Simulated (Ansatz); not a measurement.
**Cu2Ni3 (P-3m1) at 2 levels of theory**

One geometry, relaxed with PBE; plane waves with PAW potentials in Ansatz, scalar-relativistic. Collinear spin, ending at 2.7 μB a primitive cell. Gaps are the least over mesh and band path; pressure is positive in compression.

```
Cu Ni
1.0
     2.50571    0.00000    0.00000
    -1.25285    2.17001    0.00000
     0.00000    0.00000   20.76149
Cu Ni
4 6
Cartesian
  0.0000 1.4467 1.0678
  0.0000 1.4467 13.4864
  1.2529 0.7233 19.6937
  1.2529 0.7233 7.2751
  0.0000 1.4467 17.5997
  0.0000 1.4467 5.1781
  0.0000 1.4467 9.3723
  1.2529 0.7233 3.1617
  1.2529 0.7233 11.3892
  1.2529 0.7233 15.5834
```

| level | cutoff (eV) | k mesh | gap (eV) | pressure (GPa) | largest moment (μB) |
| --- | --- | --- | --- | --- | --- |
| PBE | 420 | 18×18×2 | 0 | 0.0 | 0.49 |

**Question.** What comes out on the same cell with r2SCAN?

**Answer.**
| level | cutoff (eV) | k mesh | gap (eV) | pressure (GPa) | largest moment (μB) |
| --- | --- | --- | --- | --- | --- |
| r2SCAN | 500 | 18×18×2 | 0 | -6.2 | 0.79 |

The state reached may not be the lowest one.

Another cell of Cu2Ni3 relaxed alike, in R-3m, lies 16 meV/atom lower, so this cell isn't the stable form at this level.

The structure comes from a generated guess; another structure or a mixture of phases may lie lower.
